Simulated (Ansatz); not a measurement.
**How much do the gradients of Na2TiAlP3O12 depend on the method?**

Cell: a Materials Project structure (computed, not necessarily an observed phase).

Space group Cc (No. 9); a = 14.9477, b = 8.5580, c = 8.8467 Å, β = 124.11°.

```
site  Wyckoff  site symmetry       x       y       z
 Na1       4a              1  0.5002  0.1142  0.7490
 Na3       4a              1  0.7490  0.7496  0.4967
  Ti       4a              1  0.3944  0.2543  0.9420
  Al       4a              1  0.6049  0.7472  0.0569
  P9       4a              1  0.6445  0.8953  0.7513
 P10       4a              1  0.5041  0.4627  0.7544
 P11       4a              1  0.3543  0.8883  0.7543
 O15       4a              1  0.6383  0.8698  0.9171
 O16       4a              1  0.0733  0.0656  0.9209
 O17       4a              1  0.4560  0.8200  0.9253
 O21       4a              1  0.3612  0.1321  0.0849
 O22       4a              1  0.9284  0.9357  0.0816
 O23       4a              1  0.5451  0.1794  0.0766
 O27       4a              1  0.2520  0.1824  0.2248
 O28       4a              1  0.5757  0.6463  0.2260
 O29       4a              1  0.6444  0.9259  0.2252
 O33       4a              1  0.7450  0.8203  0.7718
 O34       4a              1  0.4252  0.3556  0.7704
 O35       4a              1  0.3542  0.0701  0.7710
```

One atom of each set is listed; the run and its k-mesh use a cell of 38 atoms with edges of 8.61, 8.61, 8.85 Å.

First run. Level of theory: DFT, PBE, plane waves and PAW, scalar-relativistic, 420 eV cutoff, Γ-centred 3×3×3 k-points, Fermi–Dirac smearing 0.02 eV (Ansatz 0.2.0).

```
site  V_zz (10²¹ V/m²)     η
 Na1             -1.61  0.62
 Na3             -1.21  0.35
  Ti             -0.92  0.61
  P9              1.16  0.59
 P10             -1.97  0.60
 P11             -2.29  0.72
 O16             10.95  0.09
 O21              9.35  0.08
 O22              9.15  0.01
 O28             10.64  0.28
 O29             10.59  0.15
 O33              9.66  0.25
 O34              9.71  0.20
 O35              9.68  0.17
```

Second run. The same atoms and settings, except that the functional is r2SCAN and the cutoff is 500 eV.

(1) Given the first result, estimate the second.

Results:

(1) 

```csv
site,V_zz,η,change of V_zz
Na1,-1.67,0.58,-0.06
Na3,-1.23,0.35,-0.02
Ti,-0.91,0.58,+0.01
P9,1.21,0.59,+0.05
P10,-2.10,0.60,-0.13
P11,-2.44,0.72,-0.15
O16,11.00,0.08,+0.05
O21,9.53,0.08,+0.18
O22,9.35,0.01,+0.20
O28,10.78,0.29,+0.14
O29,10.76,0.15,+0.17
O33,9.86,0.26,+0.20
O34,9.92,0.21,+0.21
O35,9.90,0.18,+0.22
```

The largest change of V_zz is on O35, from 9.68 to 9.90. In per cent, |V_zz| changes by +2 to +4 on Na, 0 on Ti, +4 to +7 on P, 0 to +2 on O (all sites that start above 0.5). The table leaves out 5 of the 19 sites, with |V_zz| up to 10.85; their tensors move by 0.16 at most along any direction. The statements above cover all sites.

For the second run: At this cell the r2SCAN pressure is -5 GPa, so with r2SCAN the cell would shrink if it were relaxed. The entry's cell may itself be off. The largest force is 0.5 eV/Å, so the atoms aren't at the calculated equilibrium and relaxing them would move these values. With these PAW files V_zz is typically within 2 to 3 % of all-electron values, but misses above 10 % occur on Al.
